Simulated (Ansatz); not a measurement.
BeAg:
```yaml
crystal:
  lattice:
    - [2.93118, 0.00000, 0.00000]
    - [0.00000, 2.93118, 0.00000]
    - [0.00000, 0.00000, 2.93118]
  atoms:
    - { symbol: Be, position: [0.00000, 0.00000, 0.00000] }
    - { symbol: Ag, position: [0.50000, 0.50000, 0.50000] }
```

Relaxed with r²SCAN. Special points in fractions of this cell's reciprocal vectors: Γ (0.000, 0.000, 0.000); X (0.000, 0.500, 0.000); M (0.500, 0.500, 0.000); R (0.500, 0.500, 0.500).

Task: List the band energies nearest the Fermi level at these points for plane-wave PAW r²SCAN (Ansatz code).

Result: In eV from the Fermi level; about four levels below and three above (degenerate sets whole), none deeper than 8.9 eV; points with the same levels are listed once.

```json
[
 {"k": "Γ", "below": "-6.94 -6.94 -4.77 -4.77 -4.77", "above": "5.01 5.01 5.01"},
 {"k": "X", "below": "-5.74 -5.74 -5.35 -4.68 -2.44", "above": "9.33 9.33 11.23"},
 {"k": "M", "below": "-5.43 -5.43 -4.05 -2.30 -2.30", "above": "3.21 3.66 8.80"},
 {"k": "R", "below": "-7.42 -7.42 -7.42 -4.00 -4.00", "above": "4.18 4.53 4.53 4.53"}
]
```

Space group Pm-3m (CsCl type). The start of the workflow was typed in or built on a structure type; neither database checked (COD, Materials Project) lists it. Whether it is the stable phase at ambient conditions was not checked. The cell was relaxed with r²SCAN under the symmetry of its start; whether a distortion lowers the energy is not shown. The run is not spin-polarised. Its formation energy is positive at this level, so the cell may be metastable or incomplete. Spin–orbit coupling is left out wherever it is not named.

Potentials: the earlier of the program's two PAW sets.
